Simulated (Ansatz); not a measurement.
Values for one crystal, relaxed and computed with the program Ansatz at the r²SCAN level (PAW); other levels are named.

| Quantity | Value |
|---|---|
| Volume per atom | 11.00 Å³ |
| Electronic character | metallic (no gap) |
| Mechanical stability | stable (all eigenvalues of C positive) |
| Debye temperature from the elastic constants | 230 K |
| Gap with spin–orbit coupling | none (metallic) |
| Hill bulk and shear moduli | 277 and 35.5 GPa |
| Density of states at the Fermi level | 0.49 states/eV per atom (mean over ±0.08 eV) |

**Question.** Pick the material that matches.
A) PtC, rock salt
B) NiC, rock salt
C) BAs, rock salt
D) LaB, rock salt

**Answer.** A, PtC, rock salt

Space group Fm-3m (rock salt). The start of the workflow was typed in or built on a structure type; neither database checked (COD, Materials Project) lists it. Whether it is the stable phase at ambient conditions was not checked. Symmetry was held in the r²SCAN relaxation; whether a distortion lowers the energy is not shown. No spin polarisation was allowed. Its formation energy is positive at this level, so the cell may be metastable or incomplete. As this level gives no gap, shear constants depend on the k-mesh and smearing (Fermi–Dirac, 0.1 eV here). Scalar-relativistic: spin–orbit coupling is off unless named, which matters more the heavier the elements.

Potentials: the earlier of the program's two PAW sets.
